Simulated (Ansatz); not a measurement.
MgF$_{2}$ (rutile, P4_2/mnm), DFT-LDA in the program Ansatz with PAW potentials. The conduction-band minimum lies at Γ, with 1 equivalent valley. Second derivatives d²E/dk² of the lowest band at one valley (eV·Å²), along Cartesian directions:

```
direction  d²E/dk²
---------  -------
[100]        14.25
[010]        14.25
[001]        14.94
[110]        14.25
[101]        14.59
[011]        14.59
```

Q: Find the principal effective masses, the density-of-states mass and the conductivity mass.

A: Off-diagonal terms follow from H_xy = H[110] − (H_xx + H_yy)/2, and m*/mₑ = 7.620 eV·Å² over each eigenvalue: 0.51, 0.53, 0.53. One valley's DOS mass (m₁m₂m₃)^(1/3) = 0.53, conductivity mass 3/(Σ 1/mᵢ) = 0.53 mₑ.

Q: What effective density of states Nc follows at 300 K for parabolic valleys?

A: Nc = 2.509e19 × 1 × (0.53)^(3/2) ≈ 9.7e18 cm⁻³.

The cell was relaxed with LDA under the symmetry of its start. Point labels and valley counts follow the cell and symmetry of the run, lower than the named group.

Potentials: the later of the program's two PAW sets.

Edges and masses are those of Kohn–Sham bands, whose gap is no quasiparticle gap.
